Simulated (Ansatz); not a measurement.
In2GaP3, ordered on the zincblende lattice (I-4m2) with 6 atoms a cell at its r2SCAN geometry, run in the plane-wave code Ansatz at 2 levels of theory. Non-magnetic throughout. Whether this structure exists isn't addressed.

The PBE+SOC input:
```yaml
crystal:
  lattice:
    - [-2.0293728115, 2.0293728115, 8.6837419824]
    - [2.0293728115, -2.0293728115, 8.6837419824]
    - [2.0293728115, 2.0293728115, -8.6837419824]
  atoms:
    - { symbol: Ga, position: [0.0, 0.0, 0.0] }
    - { symbol: P, position: [0.4256658162, 0.9256658162, 0.5] }
    - { symbol: In, position: [0.3374881289, 0.3374881289, 0.0] }
    - { symbol: P, position: [0.75, 0.25, 0.5] }
    - { symbol: In, position: [0.6625118711, 0.6625118711, 0.0] }
    - { symbol: P, position: [0.0743341838, 0.5743341838, 0.5] }
kpoints:
  mp_grid: { grid: [8, 8, 8] }
  band_path:
    path:
      - [0.0, 0.0, 0.0]
      - [0.0, 0.0, 0.5]
      - [0.25, 0.25, 0.25]
      - [0.0, 0.5, 0.0]
      - [0.5, 0.5, -0.5]
      - [0.2636536845, 0.7363463155, -0.2636536845]
      - [-0.2636536845, 0.2636536845, 0.2636536845]
      - [-0.0273073689, 0.0273073689, 0.5]
      - [0.5, 0.5, -0.0273073689]
    npoints: 1
hamiltonian:
  xc: pbe
scf:
  occupations: { method: fermi_dirac, width: 0.02 }
  n_extra_bands: 10
magnetization:
  noncollinear: true
  spin_orbit: true
output:
  forces: true
  stress: true
  eigenvalues: true
```

Main results, then, where recorded, the levels near the gap in eV from the Fermi energy (columns number the bands from 0), one row a point of the path (Γ, X, P, N, M, S, S₀, R, G):
```
Crystal: 6 atoms, lattice volume = 143.051 Å³
Symmetry: 8 space group operations + 8 with time reversal
Magnetic group: BNS 119.316 (UNI 976)
```
```
Basis set: ecut = 420 eV, 2809 PW (Γ), FFT grids on a1+a3, a2+a3, a3
Bands: 64, of which v1, the nominal top of the filled ones, is band 54 counted from 1 (53 counted from 0)
k-points: 59 of 512 (time reversal used)
Free energy (F): -17251.353879 eV
Fermi energy:    7.311938 eV
--- Forces (eV/Å), atoms counted from 1 ---
  atom   1  Ga      0.00000      0.00000      0.00000
  atom   2  P       0.00000      0.00000    -0.01495
  atom   3  In      0.00000      0.00000      0.00082
  atom   4  P       0.00000      0.00000      0.00000
  atom   5  In      0.00000      0.00000    -0.00082
  atom   6  P       0.00000      0.00000      0.01495
--- Stress (GPa, compression-positive) ---
        1.836736       0.000000       0.000000
        0.000000       1.836736       0.000000
        0.000000       0.000000       1.795481
  P = ⅓ Tr σ = 1.8230 GPa (18.230 kbar)
```
```tsv
band_48	band_49	band_50	band_51	band_52	band_53	band_54	band_55	band_56	band_57	band_58	band_59
-0.576	-0.576	-0.424	-0.424	-0.377	-0.377	0.373	0.373	1.462	1.462	1.497	1.497
-3.275	-3.275	-2.864	-2.864	-2.779	-2.779	1.294	1.294	1.660	1.660	2.809	2.809
-3.075	-3.055	-3.043	-2.918	-2.898	-2.873	1.711	1.731	1.736	1.813	1.964	1.970
-1.472	-1.472	-1.280	-1.280	-1.201	-1.201	0.930	0.930	2.036	2.036	2.561	2.561
-1.375	-1.375	-1.134	-1.134	-1.065	-1.065	1.244	1.244	1.390	1.390	2.419	2.419
-1.814	-1.806	-1.312	-1.310	-1.166	-1.157	1.122	1.145	1.557	1.573	2.583	2.609
-1.814	-1.806	-1.312	-1.310	-1.166	-1.157	1.122	1.145	1.557	1.573	2.583	2.609
-3.207	-3.192	-2.897	-2.874	-2.803	-2.796	1.337	1.355	1.707	1.708	2.818	2.819
-3.207	-3.192	-2.897	-2.874	-2.803	-2.796	1.337	1.355	1.707	1.708	2.818	2.819
```

The PBE+SOC gap is direct at Γ: 0.75 eV.

Q: In the first input these blocks are replaced (the band path and keys that only write files left aside):
```yaml
kpoints:
  mp_grid: { grid: [6, 6, 6] }
hamiltonian:
  xc: hse06
scf:
  occupations: { method: fixed }
  n_extra_bands: 5
```
(magnetization left out)
What comes out?

A:
```
Basis set: ecut = 420 eV, 2809 PW (Γ), FFT grids on a1+a3, a2+a3, a3
Bands: 32, of which v1, the nominal top of the filled ones, is band 27 counted from 1 (26 counted from 0)
k-points: 30 of 216 (time reversal used)
Exchange kernel: α = 0.2500, screened, ω = 0.2079 Å⁻¹, Wigner–Seitz truncation, v(0) = 1046.8486 eV·Å³, q-mesh 6×6×6
hybrid outer 1: dexx = +2.293e-2 eV, tail = 4.68e-5 eV
hybrid outer 2: dexx = +1.519e-6 eV, tail = 1.97e-8 eV, Δε = 2.93e-3 eV, ΔF = 6.28e-3 eV/Å
Free energy (F): -17257.490683 eV
Fermi energy:    6.489079 eV
--- Forces (eV/Å), atoms counted from 1 ---
  atom   1  Ga      0.00000      0.00000      0.00000
  atom   2  P       0.00000      0.00000    -0.06836
  atom   3  In      0.00000      0.00000      0.00027
  atom   4  P       0.00000      0.00000      0.00000
  atom   5  In      0.00000      0.00000    -0.00027
  atom   6  P       0.00000      0.00000      0.06836
--- Stress (GPa, compression-positive) ---
        0.044318       0.000000       0.000000
        0.000000       0.044318       0.000000
        0.000000       0.000000      -0.102328
  P = ⅓ Tr σ = -0.0046 GPa (-0.046 kbar)
```
```tsv
band_24	band_25	band_26	band_27	band_28	band_29
-0.143	0.000	0.000	1.590	2.526	2.612
-3.153	-2.647	-2.626	2.305	2.783	3.926
-2.894	-2.776	-2.729	2.754	2.818	3.125
-1.144	-0.953	-0.875	2.098	3.267	3.813
-1.074	-0.740	-0.740	2.278	2.536	3.669
-1.494	-0.987	-0.828	2.299	2.752	3.836
-1.494	-0.987	-0.828	2.299	2.752	3.836
-3.053	-2.671	-2.647	2.360	2.834	3.937
-3.053	-2.671	-2.647	2.360	2.834	3.937
```
HSE06 gives a direct gap of 1.59 eV at Γ. The mean stress, 0.0 GPa, is small, and the program warns that its thresholds are loose for a hybrid's stress.

The hybrids run on coarser meshes, which limits their stresses and small splittings of levels.

Totals of different functionals, or with and without spin-orbit coupling, can't be compared.

Only the levels marked +SOC include spin-orbit coupling.
